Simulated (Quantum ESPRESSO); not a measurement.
## Si4C2BN (convergence and cost over cutoff and k mesh)

A calculation, not a measurement. The program is pw.x of Quantum ESPRESSO 7.5 (plane-wave density functional theory). The cell is made up: 8 atoms on a wurtzite lattice, with randomly drawn elements, strain and displacements, not relaxed. PseudoDojo standard norm-conserving files (v0.5 for PBE, v0.4.1 for LDA and PBEsol) set the functional; there is no spin polarisation, spin-orbit coupling or dispersion term, and the masses in the input are unused placeholders.

Input of the run in row 2:

```
&control calculation='scf', pseudo_dir='./dojo.nc.sr.pbe.v0_5.standard.upf', outdir='./o', disk_io='low', tprnfor=.true., tstress=.true. /
&system ibrav=0, nat=8, ntyp=4, nbnd=22, ecutwfc=84.00895049, nosym=.true., tot_charge=0,
 occupations='smearing', smearing='fd', degauss=0.0018374661
/
&electrons conv_thr=7.350e-09, electron_maxstep=60, /
ATOMIC_SPECIES
B 1.0 B.upf
C 1.0 C.upf
N 1.0 N.upf
Si 1.0 Si.upf
CELL_PARAMETERS angstrom
3.1458 -0.043 0.0139
-0.0745 5.2576 0.0018
0.0226 0.0017 5.0454
ATOMIC_POSITIONS angstrom
Si 0.0799 0.0166 -0.0679
Si 1.4928 2.524 -0.0321
Si 1.6283 0.7001 2.4491
Si -0.0107 3.4891 2.49
C -0.0142 -0.0937 2.0094
C 1.5404 2.7608 1.8828
B 1.5844 0.8783 4.4519
N -0.0465 3.644 4.4011
K_POINTS automatic
6 4 4 1 1 1
```

The same cell was run at these settings. Meshes are shifted by half a step, and differences are from the last row, which is itself not exact.

| cutoff (eV) | k mesh | k points solved | threshold (eV) | free energy less the last row's (eV) | pressure (GPa) | largest stress difference (GPa) | largest force difference (eV/Å) | iterations | wall time (s) | k-point pools | processor |
| --- | --- | --- | --- | --- | --- | --- | --- | --- | --- | --- | --- |
| 800 | 2 x 2 x 2 | 4 | 1e-04 | -0.750 | 9.85 | 8.49 | 0.540 | 8 | 7 | 4 | AMD EPYC, Zen 5 class |
| 1143 | 6 x 4 x 4 | 48 | 1e-07 | -0.004 | 12.84 | 0.09 | 0.009 | 12 | 34 | 4 | AMD EPYC, Zen 5 class |
| 1437 | 8 x 6 x 6 | 144 | 1e-07 | 0.000 | 12.86 | 0.00 | 0.000 | 12 | 119 | 4 | AMD EPYC, Zen 5 class |

Each pool is one process. Wall times include start-up and a band step at six k points, which weighs most on the coarsest meshes. The runs were on shared virtual cores whose load varied, so times are rough.